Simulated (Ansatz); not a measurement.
**HgTe at 35 GPa (stress–strain coefficients): relaxed-ion elastic tensor**

The calculation used DFT LDA, scalar-relativistic, plane waves, PAW in Ansatz 0.2.0. Settings: 420 eV plane-wave cutoff, Γ-centred 12×12×12 mesh, Fermi-Dirac smearing of 0.15 eV. No spin polarisation.

The cell, relaxed at 35 GPa:
```
CELL_PARAMETERS angstrom
0.00000 2.88849 2.88849
2.88849 0.00000 2.88849
2.88849 2.88849 0.00000
ATOMIC_POSITIONS crystal
Hg 0.00000 0.00000 0.00000
Te 0.75000 0.75000 0.75000
```

In a metal, frequencies and elastic constants depend on the k mesh and the smearing, soft modes and shear constants most. Spin–orbit coupling is left out, which can shift energies with elements as heavy as these. Other phases may be more stable at this pressure.

**Question.** Give the relaxed-ion elastic constants (GPa, Voigt order xx yy zz yz xz xy, on the axes of the cell above).

**Answer.**
C11 = 182.0, C12 = 204.2, C13 = 204.2, C22 = 182.0, C23 = 204.2, C33 = 182.0, C44 = -23.9, C55 = -23.9, C66 = -23.9 GPa; the others vanish.

**Question.** Is the crystal stable against homogeneous strain?

**Answer.** No: the tensor has an eigenvalue of -23.9 GPa, so some strain lowers the energy.

The bands only touch here, so at this level the crystal is a zero-gap semiconductor or semimetal, not an ordinary metal; spin–orbit coupling, left out, can open or move such a gap.

Cost: 1 run of about 3 core-minutes, on Intel Xeon 6975P-C (Granite Rapids) (shared hosts).